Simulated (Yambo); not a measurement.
```
CELL_PARAMETERS angstrom
      3.53436     0.00000     0.00000
      0.00000     4.84469     0.00000
     -0.00816     0.00000     5.62795
ATOMIC_POSITIONS crystal
  H  0.74970 0.68417 0.27240
  H  0.25030 0.18417 0.72760
  O  0.24816 0.02155 0.61969
  O  0.75184 0.52155 0.38031
  F  0.24887 0.47975 0.89420
  F  0.75113 0.97975 0.10580
  Cd 0.74776 0.75453 0.73337
  Cd 0.25224 0.25453 0.26663
```

CdOFH (space group P2_1, No. 4, within 0.06 Å of Pmn2_1): mean Im ε in 1 eV windows above the direct gap of 3.73 eV, for different electron-hole kernels (Yambo, broadening 0.15 eV, norm-conserving PBEsol (Quantum ESPRESSO, 102 Ry, without SOC) bands; 4×4×4 mesh, 22 valence and 4 conduction bands, static screening with 69 bands and a 3 Ry block, scissor 1.94 eV, Tamm-Dancoff; field along x).

```json
[
 {"window (eV)": "3.7 to 4.7", "independent quasiparticles": "0.7", "RPA (no attraction)": "0.6", "BSE": "1.2"},
 {"window (eV)": "4.7 to 5.7", "independent quasiparticles": "0.8", "RPA (no attraction)": "0.7", "BSE": "2.2"},
 {"window (eV)": "5.7 to 6.7", "independent quasiparticles": "1.3", "RPA (no attraction)": "1.1", "BSE": "2.4"},
 {"window (eV)": "6.7 to 7.7", "independent quasiparticles": "1.5", "RPA (no attraction)": "1.4", "BSE": "2.5"},
 {"window (eV)": "7.7 to 8.7", "independent quasiparticles": "2.0", "RPA (no attraction)": "1.8", "BSE": "2.1"},
 {"window (eV)": "8.7 to 9.7", "independent quasiparticles": "2.4", "RPA (no attraction)": "2.4", "BSE": "1.3"}
]
```

This run doesn't resolve bound excitons or single peaks, so only averages are given, and they too depend on the mesh; weight that the attraction moves below the gap isn't listed. All transitions below 11.57 eV are in the band window. The scissor comes from a G0W0 run whose convergence isn't established.

Spin-orbit splittings are left out.

Geometry of the Materials Project entry, not relaxed at this level.

The structure is a Materials Project entry; no match was found in the copy of COD used, and its stability was not checked.
